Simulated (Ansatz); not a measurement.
Input and command of a plane-wave DFT calculation in Ansatz:

```yaml
crystal:
  lattice:
    - [5.9760579637, 0.0, 0.0]
    - [0.0, 5.9760579637, 0.0]
    - [0.0, 0.0, 3.6241789337]
  atoms:
    - { symbol: Zn, position: [0.5, 0.5, 0.0] }
    - { symbol: Zn, position: [0.0, 0.0, 0.0] }
    - { symbol: S, position: [0.67787913, 0.82212087, 0.47518716] }
    - { symbol: S, position: [0.82212087, 0.32212087, 0.52481284] }
    - { symbol: S, position: [0.5, 0.0, 0.2115096] }
    - { symbol: S, position: [0.0, 0.5, 0.7884904] }
    - { symbol: S, position: [0.32212087, 0.17787913, 0.47518716] }
    - { symbol: S, position: [0.17787913, 0.67787913, 0.52481284] }
basis:
  ecutwfc: 420
kpoints:
  mp_grid: { grid: [4, 4, 6] }
hamiltonian:
  xc: pbe
scf:
  occupations: { method: gaussian, width: 0.1 }
output:
  forces: true
  stress: true
  eigenvalues: true
relax:
  adjacent_minimum: "off"
  f_tol: 0.05
  max_steps: 80
  cell: { stress_tol: 0.5 }
```

```bash
ansatz run input.yaml --threads 4 --pin off --max-ram 12288MiB --backend cpu --events-out ev --progress --plain --runs-dir out
```

Processor: Arm Neoverse V1, 4 threads, on a host shared with other jobs.

**Question.** How long does it run, and how much memory does it take?

**Answer.** About 3.1 min on 4 threads of Arm Neoverse V1 (shared host), peak memory 0.58 GiB. It solves 38 bands at 24 k points (the mesh reduced by symmetry) with about 4301 plane waves (on the last cell), in 273 SCF iterations over 39 ionic steps.
